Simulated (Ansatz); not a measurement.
## Ni2Pt3 (P-6m2) at 2 levels of theory

One geometry, relaxed with PBE; plane waves with PAW potentials in Ansatz, scalar-relativistic. Collinear spin, ending at 5.2 μB a primitive cell. Gaps are the least over mesh and band path; pressure is positive in compression.

```cif
data_structure
_symmetry_space_group_name_H-M 'P 1'
_symmetry_Int_Tables_number 1
_cell_length_a 2.7354
_cell_length_b 2.7354
_cell_length_c 21.7632
_cell_angle_alpha 90.000
_cell_angle_beta 90.000
_cell_angle_gamma 120.000
_cell_volume 141.03
loop_
_atom_site_label
_atom_site_type_symbol
_atom_site_fract_x
_atom_site_fract_y
_atom_site_fract_z
_atom_site_occupancy
Ni1 Ni 0.33333 0.66667 0.00000 1
Ni2 Ni 0.66667 0.33333 0.30593 1
Ni3 Ni 0.66667 0.33333 0.50000 1
Ni4 Ni 0.66667 0.33333 0.69407 1
Pt1 Pt 0.33333 0.66667 0.20938 1
Pt2 Pt 0.33333 0.66667 0.40302 1
Pt3 Pt 0.33333 0.66667 0.59698 1
Pt4 Pt 0.33333 0.66667 0.79062 1
Pt5 Pt 0.66667 0.33333 0.09676 1
Pt6 Pt 0.66667 0.33333 0.90324 1
```

```csv
level,cutoff (eV),k mesh,gap (eV),pressure (GPa),largest moment (μB)
PBE,420,18×18×2,0,0.0,0.94
```

What comes out on the same cell with r2SCAN?

```
 level  cutoff (eV)   k mesh  gap (eV)  pressure (GPa)  largest moment (μB)
r2SCAN          500  18×18×2         0            -4.0                 1.11
```

The state reached may not be the lowest one. Spin-orbit coupling matters for the bands of heavy elements and is left out.

The structure comes from a generated guess; another structure or a mixture of phases may lie lower.
